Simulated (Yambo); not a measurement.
Optical response of ZnCl2

```xyz
6
Lattice="3.6786 0.0000 0.0000 0.0000 3.6786 0.0000 0.0000 0.0000 10.7475" Properties=species:S:1:pos:R:3 pbc="T T T"
Cl     1.8393     0.0000     1.3625
Cl     1.8393     0.0000     6.7362
Cl     0.0000     1.8393     4.0113
Cl     0.0000     1.8393     9.3850
Zn     0.0000     0.0000     0.0000
Zn     1.8393     1.8393     5.3737
```

Yambo, RPA with local fields on PBEsol bands; 4×4×2 mesh, 119 bands, 3 Ry local-field block, 0.2 eV broadening; field along x.

```tsv
E (eV)	Im ε	Re ε	Im ε, independent particles
0.0	0.00	3.24	0.00
0.5	0.01	3.25	0.01
1.0	0.02	3.28	0.02
1.5	0.03	3.34	0.03
2.0	0.04	3.42	0.05
2.5	0.07	3.55	0.07
3.0	0.12	3.77	0.13
3.5	0.44	4.13	0.44
4.0	0.42	4.02	0.43
4.5	1.02	4.48	1.03
5.0	1.69	4.07	1.71
5.5	1.75	4.56	1.89
6.0	3.51	3.95	3.94
6.5	2.84	2.04	3.04
7.0	1.92	2.88	2.26
7.5	2.02	2.95	2.78
8.0	3.25	3.05	4.08
8.5	3.73	1.54	4.95
9.0	2.56	1.51	3.86
9.5	2.45	1.97	4.25
10.0	3.19	1.66	5.26
10.5	3.10	0.83	4.42
11.0	2.83	0.76	4.30
11.5	2.52	0.23	3.18
12.0	1.87	0.12	2.29
12.5	1.67	0.60	2.40
13.0	2.07	0.41	2.82
13.5	1.57	0.29	2.03
14.0	1.50	0.29	1.71
14.5	1.53	0.02	1.39
15.0	1.25	0.12	1.27
15.5	1.13	0.10	1.09
16.0	0.94	0.16	0.93
16.5	0.89	0.10	0.76
17.0	0.65	0.31	0.73
17.5	0.73	0.24	0.63
18.0	0.63	0.39	0.66
18.5	0.55	0.47	0.68
19.0	0.58	0.53	0.69
19.5	0.53	0.57	0.60
20.0	0.56	0.65	0.65
```

Structure narrower than a few tenths of an eV can come from the finite k mesh. Convergence of the RPA response with its 4×4×2 mesh was not tested. No excitonic effects at this level.

Geometry relaxed with PBE+D3(BJ).
